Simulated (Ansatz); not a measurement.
As in space group Pm-3m (No. 221; As on 1b), a = b = c = 2.6889 Å, α = β = γ = 90.00°.

Relaxed with PBEsol.

Which orbitals make up the states near the Fermi level in PBEsol (plane waves, PAW; program Ansatz)?

Within 0.5 eV of the Fermi level: As 4p 85 %, As 4s 12 %. Projections are on Löwdin-orthogonalised atomic valence shells; empty p or d shells of many metals are not among them.

Tabulate the density of states.

States/eV per cell of 1 atom, in 0.25 eV bins, energy from the Fermi level.

| E (eV) | total | As 4p | As 4s |
|---|---|---|---|
| -7.85 | 0.10 | 0.02 | 0.08 |
| -7.60 | 0.08 | 0.02 | 0.06 |
| -7.35 | 0.07 | 0.02 | 0.05 |
| -7.10 | 0.08 | 0.04 | 0.04 |
| -6.85 | 0.15 | 0.11 | 0.04 |
| -6.60 | 0.19 | 0.15 | 0.03 |
| -6.35 | 0.22 | 0.19 | 0.03 |
| -6.10 | 0.25 | 0.22 | 0.03 |
| -5.85 | 0.28 | 0.25 | 0.03 |
| -5.60 | 0.31 | 0.28 | 0.03 |
| -5.35 | 0.34 | 0.31 | 0.02 |
| -5.10 | 0.37 | 0.35 | 0.02 |
| -4.85 | 0.41 | 0.38 | 0.02 |
| -4.60 | 0.47 | 0.44 | 0.03 |
| -4.35 | 0.58 | 0.55 | 0.03 |
| -4.10 | 0.58 | 0.54 | 0.03 |
| -3.85 | 0.58 | 0.54 | 0.03 |
| -3.60 | 0.56 | 0.52 | 0.03 |
| -3.35 | 0.57 | 0.52 | 0.04 |
| -3.10 | 0.55 | 0.51 | 0.04 |
| -2.85 | 0.56 | 0.51 | 0.04 |
| -2.60 | 0.55 | 0.50 | 0.05 |
| -2.35 | 0.54 | 0.49 | 0.05 |
| -2.10 | 0.54 | 0.49 | 0.05 |
| -1.85 | 0.53 | 0.48 | 0.05 |
| -1.60 | 0.49 | 0.43 | 0.05 |
| -1.35 | 0.47 | 0.41 | 0.05 |
| -1.10 | 0.46 | 0.40 | 0.05 |
| -0.85 | 0.42 | 0.37 | 0.05 |
| -0.60 | 0.43 | 0.37 | 0.05 |
| -0.35 | 0.41 | 0.35 | 0.05 |
| -0.10 | 0.41 | 0.35 | 0.05 |
| 0.15 | 0.42 | 0.35 | 0.05 |
| 0.40 | 0.40 | 0.34 | 0.05 |
| 0.65 | 0.41 | 0.34 | 0.05 |
| 0.90 | 0.41 | 0.34 | 0.05 |
| 1.15 | 0.40 | 0.34 | 0.05 |
| 1.40 | 0.40 | 0.34 | 0.05 |
| 1.65 | 0.41 | 0.35 | 0.05 |
| 1.90 | 0.39 | 0.33 | 0.04 |
| 2.15 | 0.39 | 0.33 | 0.04 |
| 2.40 | 0.42 | 0.35 | 0.04 |
| 2.65 | 0.46 | 0.35 | 0.04 |
| 2.90 | 0.48 | 0.35 | 0.04 |
| 3.15 | 0.51 | 0.35 | 0.03 |
| 3.40 | 0.54 | 0.36 | 0.03 |
| 3.65 | 0.54 | 0.37 | 0.03 |
| 3.90 | 0.59 | 0.40 | 0.03 |
| 4.15 | 0.63 | 0.43 | 0.02 |
| 4.40 | 0.64 | 0.43 | 0.02 |
| 4.65 | 0.64 | 0.42 | 0.02 |
| 4.90 | 0.65 | 0.42 | 0.02 |

The first step of the workflow began from a Materials Project structure, measured or hypothetical; the Crystallography Open Database copy checked does not list it. It is not the phase usual at ambient conditions (space group No. 166). Symmetry was held in the PBEsol relaxation; whether a distortion lowers the energy is not shown. Scalar-relativistic: spin–orbit coupling is off unless named, which matters more the heavier the elements.

Potentials: the later of the program's two PAW sets.
